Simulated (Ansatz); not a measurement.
ScAl3As4: from a guess to a relaxed structure

Computed with Ansatz, DFT PBE, scalar-relativistic, plane waves, PAW. Cutoff 420 eV, Gaussian smearing, Γ-centred meshes. Cell and atoms relax first on a coarse mesh, the cell is then made exact in the group found at 0.06 to 0.08 Å, and last on a converged mesh; the steps can't lower the symmetry of their start. No spin polarisation.

Recipe of this trial structure of ScAl3As4: species swapped into a database cell of In3GaN4 (P3m1, No. 156), with Al on the In sites, Sc on the Ga sites and As on the N sites. Its size is a rough estimate.

```cif
data_structure
_symmetry_space_group_name_H-M 'P3m1'
_symmetry_Int_Tables_number 156
_cell_length_a 3.6915
_cell_length_b 3.6915
_cell_length_c 12.0005
_cell_angle_alpha 90.000
_cell_angle_beta 90.000
_cell_angle_gamma 120.000
_cell_volume 141.62
loop_
_atom_site_label
_atom_site_type_symbol
_atom_site_symmetry_multiplicity
_atom_site_Wyckoff_symbol
_atom_site_fract_x
_atom_site_fract_y
_atom_site_fract_z
_atom_site_occupancy
Sc1 Sc 1 a 0.00000 0.00000 0.24674 1
Al1 Al 1 a 0.00000 0.00000 0.74955 1
Al2 Al 1 b 0.33333 0.66667 0.00844 1
Al3 Al 1 b 0.33333 0.66667 0.49052 1
As1 As 1 a 0.00000 0.00000 0.07472 1
As2 As 1 a 0.00000 0.00000 0.55810 1
As3 As 1 b 0.33333 0.66667 0.29641 1
As4 As 1 b 0.33333 0.66667 0.81631 1
```

Energies over the elements count from the elements' standard structures at the same level, with no fitted energy shifts.

Q: What does it relax into?

A: The symmetry stays P3m1 (No. 156). The volume per atom grows by 39.9 %, from 17.7 to 24.8 Å³. The shortest distance goes from 2.06 Å (Sc–As) to 2.47 Å (Al–As). Conventional cell: a = 4.090 Å, c = 13.679 Å. Around Sc lie 4 As at 2.59–2.69 Å; Al on its first site has 4 As at 2.49–2.50 Å; Al on its second site is surrounded by 4 As at 2.50–2.51 Å; Al on its third site has 4 As at 2.47–2.50 Å; As on its first site is surrounded by 3 Al at 2.51 Å and 1 Sc at 2.69 Å; 3 more sites not described.

```
CELL_PARAMETERS angstrom
4.08961 0.00000 0.00000
-2.04480 3.54170 0.00000
0.00000 0.00000 13.67917
ATOMIC_POSITIONS crystal
Sc 0.00000 0.00000 0.24743
Al 0.00000 0.00000 0.74822
Al 0.33333 0.66667 0.98947
Al 0.33333 0.66667 0.50655
As 0.00000 0.00000 0.05066
As 0.00000 0.00000 0.56557
As 0.33333 0.66667 0.32590
As 0.33333 0.66667 0.80700
```

Q: Give its energy and gap.

A: The energy over the elements is −0.553 eV/atom and the gap on the 12×12×2 mesh of the 8-atom cell is 1.27 eV.

The last run used Gaussian smearing of 0.02 eV. Kohn–Sham gaps at this level usually fall short of measured ones. The reference form of As is held partly by dispersion forces, which this level lacks. A later test with randomly moved atoms came back to the same energy, though modes that don't fit the test's cell weren't probed. Another cell of the same search, in P3m1, lies 33 meV/atom lower, so this cell isn't the stable form at this level.
